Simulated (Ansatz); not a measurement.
Ca$_{3}$Zr$_{2}$S$_{7}$ in space group Cmc2_1 (No. 36; Pearson symbol oS48), DFT-PBE in the program Ansatz with PAW potentials. The conduction-band minimum lies at Γ, with 1 equivalent valley. Second derivatives d²E/dk² of the lowest band at one valley (eV·Å²), along Cartesian directions:

| direction | d²E/dk² |
|---|---|
| [100] | 2.038 |
| [010] | 8.322 |
| [001] | 25.27 |
| [110] | 5.179 |
| [101] | 13.67 |
| [011] | 16.80 |

Task: Find the principal effective masses, the density-of-states mass and the conductivity mass.

Result: Off-diagonal terms follow from H_xy = H[110] − (H_xx + H_yy)/2, and m*/mₑ = 7.620 eV·Å² over each eigenvalue: 0.30, 0.92, 3.7. One valley's DOS mass (m₁m₂m₃)^(1/3) = 1.0, conductivity mass 3/(Σ 1/mᵢ) = 0.64 mₑ.

Task: What effective density of states Nc follows at 300 K for parabolic valleys?

Result: Nc = 2.509e19 × 1 × (1.0)^(3/2) ≈ 2.5e19 cm⁻³.

The start of the workflow was typed in or built on a structure type; neither database checked (COD, Materials Project) lists it. Its standing as an ambient phase is unchecked. Symmetry was held in the PBE relaxation; whether a distortion lowers the energy is not shown. No spin polarisation was allowed. Spin–orbit coupling is left out wherever it is not named.

Potentials: the later of the program's two PAW sets.

Edges and masses are those of Kohn–Sham bands, whose gap is no quasiparticle gap.
